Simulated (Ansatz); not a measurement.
The elements of this relaxed trial crystal are hidden behind letters.

```
lattice vectors (Å)
  -2.5264    2.5264    3.7342
   2.5264   -2.5264    3.7342
   2.5264    2.5264   -3.7342
fractional positions
X 0.7500 0.2500 0.5000
X 0.5000 0.5000 0.0000
X 0.2500 0.7500 0.5000
Z 0.8146 0.8146 0.0000
Z 0.1854 0.1854 0.0000
Q 0.0000 0.0000 0.0000
```

These are results of DFT PBE, scalar-relativistic, plane waves, PAW in Ansatz, not measurements. The final run on the 6-atom cell used 420 eV, a Γ-centred 10×10×10 mesh, 0.10 eV smearing and no spin polarisation.

| Quantity | Value |
| --- | --- |
| Space group | I4/mmm (No. 139) |
| Conventional cell | a = 5.053 Å, c = 7.468 Å |
| Volume per atom | 15.89 Å³ |
| Density | 2.97 g/cm³ |
| Energy over the elements | −0.01 eV/atom |
| Gap on the 10×10×10 mesh of the 6-atom cell | 0 eV (a metal) |

Energies are uncorrected and count from the elements' standard states at the same level.

Question: X is a d-block element of period 4, Z is a p-block element of period 2 and Q is a p-block element of period 2. Which elements are they?

Answer: X = Sc, Z = B, Q = N, so the formula is Sc3B2N. Density times volume gives a mean mass of 2.97 × 15.89/1.6605 = 28.4 u per atom, and this set has 28.4 u. Among the elements that the hints allow, noble gases aside, only these give it. Sc on a site of symmetry -4m2 is surrounded by 4 B at 2.57 Å; B is surrounded by 1 N at 1.38 Å, 1 Sc at 2.35 Å and 4 Sc at 2.57 Å; N is surrounded by 2 B at 1.38 Å; 1 more site not described.

Symmetry constrained the relaxation, so the result can be a saddle point. Another cell of Sc3B2N relaxed alike, in P4mm, lies 0.59 eV/atom lower, so this cell isn't the stable form at this level.
